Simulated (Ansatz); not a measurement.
Sb:
```yaml
crystal:
  lattice:
    - [2.14713, 1.23965, 3.65584]
    - [-2.14713, 1.23965, 3.65584]
    - [0.00000, -2.47929, 3.65584]
  atoms:
    - { symbol: Sb, position: [0.26415, 0.26415, 0.26415] }
    - { symbol: Sb, position: [0.73585, 0.73585, 0.73585] }
```

Relaxed with LDA. Special points in fractions of this cell's reciprocal vectors: Γ (0.000, 0.000, 0.000); T (0.500, 0.500, 0.500); H2 (0.757, 0.243, 0.500); H0 (0.500, -0.243, 0.243); L (0.500, 0.000, 0.000); S0 (0.372, -0.372, 0.000); S2 (0.628, 0.000, 0.372); F (0.500, 0.000, 0.500).

### Question
List the band energies nearest the Fermi level at these points for plane-wave PAW LDA (Ansatz code).

### Answer
In eV from the Fermi level; about four levels below and three above (degenerate sets whole), none deeper than 8.9 eV; points with the same levels are listed once.

```tsv
k	below	above
Γ	-4.70 -1.93 -1.79 -1.79	2.42 2.90 2.90
T	-1.21 -1.21 -0.42	0.01 0.01 1.00
H2	-5.05 -4.97 -0.51	0.66 4.79 4.83
L	-1.72 -1.55 -0.26 -0.12	0.28 0.35 8.00
S0	-5.40 -3.18 -2.89	2.97 3.49 4.14
F	-7.92 -5.61 -3.77 -3.73	1.66 5.18 5.59
```

Space group R-3m (A7 (α-As type)). The cell was relaxed with LDA under the symmetry of its start. The Fermi level of a semimetal is unsure by some 0.05 eV on such meshes. Spin–orbit coupling is left out wherever it is not named.

Potentials: the earlier of the program's two PAW sets. The files were generated under PBE; for other functionals the program regenerates the frozen cores, and for LDA and PBEsol the local potential too.
